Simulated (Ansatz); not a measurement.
**AlN, first-principles data**

AlN:
```
AlN
1.0
    5.37165     0.00000     0.00000
    0.00000     5.37165     0.00000
    0.00000     0.00000     5.37165
Al N
6 6
Direct
  0.25000   0.50000   0.00000
  0.75000   0.50000   0.00000
  0.00000   0.25000   0.50000
  0.00000   0.75000   0.50000
  0.50000   0.00000   0.25000
  0.50000   0.00000   0.75000
  0.50000   0.25000   0.00000
  0.50000   0.75000   0.00000
  0.00000   0.50000   0.25000
  0.00000   0.50000   0.75000
  0.25000   0.00000   0.50000
  0.75000   0.00000   0.50000
```

Space group Pm-3n (No. 223); conventional cell a = b = c = 5.3717 Å, α = β = γ = 90.00°.

Method: DFT-PBE in the program Ansatz with PAW potentials. Structure relaxed to zero pressure with the same functional. Other levels are named where they apply.

Cell and energy:

- Volume per atom: 12.92 Å³
- Density: 2.63 g/cm³
- Formation energy from the elements (no fitted shifts): -1.25 eV/atom

Electronic structure:

Band gap: 2.64 eV (direct)
Valence-band maximum: at Γ
Conduction-band minimum: at Γ
Electron effective mass: 0.33 mₑ (isotropic)
Hole effective mass, band 1 of 3 at the edge: 27 along [100], 27 along [110], 0.89 along [111] (mₑ)
Hole effective mass, band 2 of 3 at the edge: 27 along [100], 0.60 along [110], 0.89 along [111] (mₑ)
Hole effective mass, band 3 of 3 at the edge: 0.25 along [100], 0.44 along [110], 0.57 along [111] (mₑ)

Mechanics:

* **Bulk modulus (Birch–Murnaghan fit)**: 156 GPa
* **Pressure derivative B′**: 3.9

The start of the workflow was typed in or built on a structure type; neither database checked (COD, Materials Project) lists it. It is not the phase usual at ambient conditions (space group No. 186, 216). The PBE relaxation kept the symmetry of its start; whether a distortion lowers the energy is not shown. The references are the lowest solids computed at this level, not always the standard phases (solids in place of the gases).

Potentials: the earlier of the program's two PAW sets.
